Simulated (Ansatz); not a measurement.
## HfW2 in Ansatz, settings compared

The command:

```bash
ansatz run input.yaml --threads 1 --pin off --max-ram 2560MiB --backend cpu --events-out ev --progress --plain --runs-dir out
```

The input file (Ansatz 0.2.0, plane waves):

```yaml
crystal:
  lattice:
    - [0.0, 3.821019, 3.821019]
    - [3.821019, 0.0, 3.821019]
    - [3.821019, 3.821019, 0.0]
  atoms:
    - { symbol: Hf, position: [0.0, 0.0, 0.0] }
    - { symbol: Hf, position: [0.25, 0.25, 0.25] }
    - { symbol: W, position: [0.625, 0.625, 0.625] }
    - { symbol: W, position: [0.125, 0.625, 0.625] }
    - { symbol: W, position: [0.625, 0.625, 0.125] }
    - { symbol: W, position: [0.625, 0.125, 0.625] }
  symmetry: { tolerance: 0.0003 }
kpoints:
  mp_grid: { grid: [4, 4, 4], shift: [0, 0, 0] }
magnetization:
  spin_polarized: false
scf:
  occupations: { method: fermi_dirac }
hamiltonian:
  pseudopotentials: { kind: paw }
  xc: r2scan
basis:
  ecutwfc: 500
output:
  forces: true
  stress: true
  eigenvalues: true
```

Origin of the cell: a database entry, scaled a little.

The smearing width isn't typed, so it takes its default of 0.1 eV.

Output of this run (shortened):

```
Pseudopotentials: kind: paw
Pseudopotential: Hf, paw, valence charge 26, recommended cutoff 500 eV (meta_gga), Hf.paw.azcp
Pseudopotential: W, paw, valence charge 14, recommended cutoff 500 eV (meta_gga), W.paw.azcp
Functional definition: r2SCAN
  exchange = r2scan_x(k0 = k0, k1 = k1, a1 = a1)
  correlation = r2scan_c
Crystal: 6 atoms, lattice volume = 111.575 Å³
Basis set: ecut = 500 eV, 2741 PW (Γ), exchange–correlation on 160×160×160 points (64 copies of the dense FFT grid, shifted against one another)
Bands: 65, of which v1, the nominal top of the filled ones, is band 54 counted from 1 (53 counted from 0)
Symmetry: 48 space group operations
Space group: Fd-3m (ITA 227), of the structure as read, at distance tolerance 1.4e-3 Å
[… 7 lines left out …]
Initial density: superposition of atomic densities (neutral atoms: chi_scale 0, normalization atom), corrected by the library's trained network
Functional: x = r2scan, c = r2scan; τ floored in thin density (d = 2e-4 eV/Å³)
SCF iter   1: F=—  HF=-73056.347758 eV  Δρ=7.94e-3  dr2=6.10e-2  dr2_τ=2.38e-1  defer=1
SCF iter   2: F=—  HF=-73056.395383 eV  Δρ=4.24e-3  dr2=2.53e-2  dr2_τ=2.29e-3  defer=1
SCF iter   3: F=—  HF=-73056.395934 eV  Δρ=2.66e-3  dr2=6.03e-3  dr2_τ=6.69e-4  defer=1
SCF iter   4: F=—  HF=-73056.397990 eV  Δρ=1.30e-3  dr2=1.80e-3  dr2_τ=1.34e-4  defer=1
SCF iter   5: F=—  HF=-73056.398367 eV  Δρ=2.73e-4  dr2=7.38e-5  dr2_τ=5.03e-6  defer=1
SCF iter   6: F=—  HF=-73056.398390 eV  Δρ=3.90e-5  dr2=2.40e-6  dr2_τ=8.77e-8  defer=1
SCF iter   7: F=-73056.398390 eV  HF=-73056.398390 eV  Δρ=4.34e-6  dr2=2.37e-8  dr2_τ=6.28e-9
SCF 1 converged in 7 iterations: F = -73056.398390 eV  dr2 = 2.37e-8
SCF converged after 7 iterations
Free energy (F): -73056.398390 eV
Harris-Foulkes:  -73056.398390 eV  (|F-HF|=1.12e-8)
Internal energy: -73056.356264 eV  (E = F + TS)
E sigma→0 (E₀):  -73056.377327 eV
Entropy (-TS):   -0.042127 eV (-7.021 meV/atom)
Fermi energy:    20.107529 eV
--- Per-component energies (eV) ---
  E_band       = -411.200881
  E_kinetic    = 2637.819021
  E_local      = -13173.001542  (includes V_loc(G=0)·N_el)
  E_nonlocal   = -2491.154359
  E_hartree    = 5919.601727
  E_xc         = -1558.644632
  E_vxc        = -1620.207183  (∫ρ·V_xc dr)
  E_paw        = -48274.961195  (= ΣΔE_a)
  E_vpaw       = 2313.822038  (= ΣTr[D̂ρ^β])
  E_aug_tail   = -0.000218  (compensation charges beyond the density's cutoff)
  E_vtau       = 82.320894  (kinetic-family band-sum trace: ∫τ·v_τ [+ j·A + Jᵃ·Aᵃ] dr)
  E_ewald      = -16114.306315
  E_core_change = -1.708751  (= ΣΔE_core)
  E_smearing   = -0.042127  (= −TS)
  Σ components = -73056.398390   (vs F -73056.398390, Δ=0.00e0)
--- Forces (eV/Å), atoms counted from 1 ---
  atom   1  Hf     0.000000     0.000000    -0.000000
  atom   2  Hf     0.000000    -0.000000     0.000000
  atom   3  W      0.000000    -0.000000    -0.000000
  atom   4  W      0.000000    -0.000000     0.000000
  atom   5  W      0.000000    -0.000000     0.000000
  atom   6  W      0.000000     0.000000     0.000000
  max |Σ_I F_I| component: 4.63e-18 eV/Å
--- Stress (GPa, compression-positive) ---
       -5.333170      -0.000000      -0.000000
        0.000000      -5.333170       0.000000
       -0.000000      -0.000000      -5.333170
  P = ⅓ Tr σ = -5.3332 GPa (-53.332 kbar)
```

The same input was run again with these changes:

1. `scf.mixing.algorithm` default → anderson; `scf.mixing.beta` default → 0.1
2. `scf.convergence.dr2_threshold` default → 0.0001
3. `scf.occupations.method` fermi_dirac → gaussian; `scf.occupations.width` default → 0.005; `basis.ecutwfc` 500 → "200 eV"
4. `hamiltonian.hubbard` default → { sites: [{ species: Hf, l: d, u_eff: 8.0 }], double_counting: fll }; `crystal.symmetry` { tolerance: 0.0003 } → { detect: false }; `scf.eigensolver.kind` default → davidson

```json
{"run": "base", "end": "converged", "SCF iterations": "7", "P (GPa)": "-5.33", "max force component (eV/Å)": "0.000", "gap on mesh (eV)": "none", "moment (μB)": "–", "ΔE(σ→0) (meV/atom)": "0"}
{"run": "1", "end": "converged", "SCF iterations": "15", "P (GPa)": "-5.33", "max force component (eV/Å)": "0.000", "gap on mesh (eV)": "none", "moment (μB)": "–", "ΔE(σ→0) (meV/atom)": "0.00"}
{"run": "2", "end": "converged", "SCF iterations": "6", "P (GPa)": "-5.33", "max force component (eV/Å)": "0.000", "gap on mesh (eV)": "none", "moment (μB)": "–", "ΔE(σ→0) (meV/atom)": "0.00"}
{"run": "3", "end": "converged", "SCF iterations": "8", "P (GPa)": "-5.38", "max force component (eV/Å)": "0.000", "gap on mesh (eV)": "none", "moment (μB)": "–", "ΔE(σ→0) (meV/atom)": "4659.38"}
{"run": "4", "end": "converged", "SCF iterations": "13", "P (GPa)": "0.99", "max force component (eV/Å)": "0.000", "gap on mesh (eV)": "none", "moment (μB)": "–", "ΔE(σ→0) (meV/atom)": "–"}
```

Energies are compared only where functional, datasets, charge and starting cell are the same.

Not properties of the system: run 3 (too coarse or loose: `basis.ecutwfc` = "200 eV").

Caveats of the base run: no moments, though an odd count or open d shells may carry them; no spin-orbit coupling, though heavy elements are present; the k mesh is coarse if the cell is a metal.

Run 2: the SCF threshold is loose for forces.
Run 3: the cutoff lies below the datasets' advice.

The base run ran for 8.6 s on 1 thread of Intel(R) Xeon(R) Platinum 8488C (Sapphire Rapids), with other jobs on the host, peak memory 0.76 GiB, from the program's own first density.
